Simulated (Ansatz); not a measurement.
Level: PBEsol, no spin polarisation; 420 eV; 5×5×4 Γ-centred mesh; cold occupations (width 0.1636 eV); Ansatz 0.2.0, fixed geometry.

Computed maps in the lattice plane spanned by a (left to right, 6.09 Å, 18 points from zero) and c (bottom to top, 7.55 Å, 23 points from zero), 90° apart, at height 0.691 along b. The fields are smooth PAW ones with compensation charges, not the true ones near nuclei.

Valence density. Digits on a logarithmic scale: 0 up to 0.03 e/Å³, each further digit a factor of 1.6, 9 from 1.3 e/Å³ up:
```
455420001355543223
222200000122223333
310000000001246765
520000100001379998
630012322101589999
731135554212599999
631357986422489999
422479998521368997
212479999631135664
101479998520013332
101357886410124443
310135554200245664
410012321001357876
420000110001357886
420000000001357886
531000000012469997
643210000234589999
766431002456799999
898742013689999999
999963124799999999
999963125899997778
999963124799986457
788742013689864335
```

Q: The cell is K2NbO4. Which atoms lie within 0.2 Å of this plane, and where (fractions of a and c)?

A: K at (0.85, 0.74), O at (0.33, 0.62), O at (0.09, 0.08), O at (0.62, 0.08). The whole cell:
```
Nb K O
1.0
     0.00000    6.08809    0.00000
     6.18119   -3.04404    0.00000
     3.27747    0.00000   -6.79794
Nb K O
2 4 8
Direct
  0.17558 0.35116 0.77329
  0.82442 0.64884 0.22671
  0.84530 0.69060 0.74500
  0.15470 0.30940 0.25500
  0.50940 0.01880 0.76480
  0.49060 0.98120 0.23520
  0.33330 0.66660 0.61760
  0.66670 0.33340 0.38240
  0.08780 0.17560 0.63820
  0.91220 0.82440 0.36180
  0.37640 0.28600 0.92150
  0.09040 0.71400 0.07850
  0.62360 0.71400 0.07850
  0.90960 0.28600 0.92150
```

Origin: a known structure type with other elements, at an estimated volume, so it need not be a known compound. Caveats: many states at the Fermi level without spin polarisation, so a magnetic state may lie lower; atoms or cell far from equilibrium; wide smearing.
